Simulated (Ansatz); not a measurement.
HgTe (zinc blende)

```xyz
2
Lattice="0.0000 3.2549 3.2549 3.2549 0.0000 3.2549 3.2549 3.2549 0.0000" Properties=species:S:1:pos:R:3 pbc="T T T"
Te     4.8823     4.8823     4.8823
Hg     0.0000     0.0000     0.0000
```

In each cell atom 1 (Te, nearest neighbour Hg at 2.819 Å; its periodic images, 4.6 Å or more away, move with it) moves by s·(1.000, 0.000, 0.000) (along Cartesian x), the rest being held.

Level of theory: PBEsol (plane waves to 420 eV, PAW, scalar-relativistic; Ansatz, an electronic-structure program). k mesh 7×7×7 (Γ-centred), Fermi-Dirac smearing 0.05 eV. E stands for the smeared free energy. With partly filled bands, energies and forces of such displacements shift with the k mesh and the smearing. At this level the bands of HgTe touch or barely overlap. HgTe was relaxed with its symmetry unable to fall. Spin-orbit coupling is left out, though Hg and Te are heavy. The zero of ΔE is the undisplaced structure. The last digit holds for this mesh only.

```
s (Å)   ΔE (meV/cell)
------  -------------
-0.850         1168.2
-0.680          749.7
-0.510          423.6
-0.340          191.0
-0.170           48.7
0.000             0.0
0.170            48.7
0.340           191.0
0.510           423.6
0.680           749.7
0.850          1168.2
```

### Question
What force constant k = d²E/ds² at s = 0 does the table give?

### Answer
3.4 eV/Å². It is the second difference of the nearest points, corrected with the next pair.

### Question
With k = 3.38 eV/Å² from the forces, is the well harmonic out to s = 0.850 Å?

### Answer
½ks² = 1219 meV/cell against the computed 1168 meV/cell, so the well is close to harmonic there.

(For displaced atoms, the force is minus the slope of the energy, and its curvature is a force constant, which sets phonon frequencies.)
